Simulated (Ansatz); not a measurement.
Starting cell, CeO2 (fluorite):

```
CELL_PARAMETERS angstrom
      0.00000     2.71896     2.71896
      2.71896     0.00000     2.71896
      2.71896     2.71896     0.00000
ATOMIC_POSITIONS crystal
  Ce 0.00000 0.00000 0.00000
  O  0.25000 0.25000 0.25000
  O  0.75000 0.75000 0.75000
```

In this cell atom 1 (Ce, nearest neighbour O at 2.355 Å; its periodic images, 3.8 Å or more away, move with it) is moved by s along Cartesian x, unit vector (1.000, 0.000, 0.000); all other atoms and the cell stay fixed.

Level of theory: r2SCAN (plane waves to 500 eV, PAW, scalar-relativistic; Ansatz, a quantum-chemistry and plane-wave program). k mesh 9×9×9 (Γ-centred), Fermi-Dirac smearing 0.05 eV. E stands for the smeared free energy. CeO2 is run without spin polarisation. CeO2 was relaxed with its symmetry unable to fall. The PAW data are Ansatz's earlier set. The filling of the f shell was not checked against other fillings, so treat energies with care. The zero of ΔE is the undisplaced structure.

```json
[
 {"s (Å)": "-0.240", "ΔE (meV/cell)": "202.9"},
 {"s (Å)": "-0.192", "ΔE (meV/cell)": "128.8"},
 {"s (Å)": "-0.144", "ΔE (meV/cell)": "71.9"},
 {"s (Å)": "-0.096", "ΔE (meV/cell)": "withheld"},
 {"s (Å)": "-0.048", "ΔE (meV/cell)": "7.9"},
 {"s (Å)": "0.000", "ΔE (meV/cell)": "0.0"},
 {"s (Å)": "0.048", "ΔE (meV/cell)": "7.9"},
 {"s (Å)": "0.096", "ΔE (meV/cell)": "withheld"},
 {"s (Å)": "0.144", "ΔE (meV/cell)": "71.9"},
 {"s (Å)": "0.192", "ΔE (meV/cell)": "128.8"},
 {"s (Å)": "0.240", "ΔE (meV/cell)": "202.9"}
]
```

Task: Fit an even polynomial form (powers 2, 4) to the given rows and predict ΔE at s = 0.096.

Result: Least squares on the 9 given rows: ΔE = (3439)·s² + (1451)·s⁴, in meV/cell with s in Å; root-mean-square residual 0.03 meV/cell. At 0.096 the fit gives 31.8 meV/cell; the calculation gives 31.8 meV/cell, the same to the digits shown. The quadratic term alone would give 31.7 meV/cell.

(For displaced atoms, the force is minus the slope of the energy, and its curvature is a force constant, which sets phonon frequencies.)
